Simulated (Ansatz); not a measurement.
Given:

Rb2InAgF6:
```cif
data_Ag4F24In4Rb8
_chemical_formula_sum 'Rb8 In4 Ag4 F24'
_space_group_name_H-M_alt 'Fm-3m'
_space_group_IT_number 225
_space_group_name_Hall '-F 4 2 3'
_cell_length_a 8.71224
_cell_length_b 8.71224
_cell_length_c 8.71224
_cell_angle_alpha 90.000
_cell_angle_beta 90.000
_cell_angle_gamma 90.000
loop_
_atom_site_label
_atom_site_type_symbol
_atom_site_symmetry_multiplicity
_atom_site_Wyckoff_symbol
_atom_site_fract_x
_atom_site_fract_y
_atom_site_fract_z
_atom_site_occupancy
Rb1 Rb 8 c 0.25000 0.25000 0.25000 1
In1 In 4 a 0.00000 0.00000 0.00000 1
Ag1 Ag 4 b 0.50000 0.50000 0.50000 1
F1 F 24 e 0.00000 0.00000 0.23562 1
```
(The calculation used a cell of 10 atoms; values per cell refer to that cell.)

This is the LDA-relaxed structure.

Problem. All from LDA in the plane-wave PAW code Ansatz, unless another level is named. Estimate the Young's modulus.

Solution. 39.5 GPa.

Problem. Give the highest zone-centre frequency (without LO–TO term).

Solution. 519 cm⁻¹.

The first step of the workflow began from a Materials Project structure, measured or hypothetical; the Crystallography Open Database copy checked does not list it. Whether it is the stable phase at ambient conditions was not checked. The LDA relaxation kept the symmetry of its start. At this level the phase is dynamically unstable (imaginary phonons). The run is not spin-polarised.

Potentials: the later of the program's two PAW sets.
